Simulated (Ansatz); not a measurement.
Ag₂S:
```yaml
crystal:
  lattice:
    - [3.46667, 2.32634, 0.00000]
    - [-3.46667, 2.32634, 0.00000]
    - [-0.00185, 0.00000, 7.21168]
  atoms:
    - { symbol: Ag, position: [0.50000, 0.50000, 0.00000] }
    - { symbol: Ag, position: [0.10669, 0.89331, 0.24999] }
    - { symbol: Ag, position: [0.89331, 0.10669, 0.75001] }
    - { symbol: Ag, position: [0.50000, 0.50000, 0.50000] }
    - { symbol: S, position: [0.27324, 0.72676, 0.74996] }
    - { symbol: S, position: [0.72676, 0.27324, 0.25004] }
```

Plane-wave PAW PBEsol (Ansatz code) gives a gap of 0.95 eV without spin–orbit coupling, maximum at Γ, minimum at Γ.

Q: What happens when spin–orbit coupling is switched on?

A: The gap is nearly the same, to 0.95 eV; maximum at Γ, minimum at Γ.

Q: Give the electron effective mass with spin–orbit coupling.

A: 0.11, 0.44, 1.1 mₑ (principal values).

Q: Give the hole effective mass with spin–orbit coupling.

A: 0.18, 1.2, 1.7 mₑ (principal values).

Space group Cmcm. The first step of the workflow began from a Materials Project structure, measured or hypothetical; the Crystallography Open Database copy checked does not list it. COD files the formula under space group No. 4, 14, so this cell is another polymorph or a model. Whether it is the stable phase at ambient conditions was not checked. Symmetry was held in the PBEsol relaxation; its stability against distortions is not shown here. The run is not spin-polarised. Point labels and valley counts follow the cell and symmetry of the run, lower than the named group.

Potentials: the later of the program's two PAW sets.
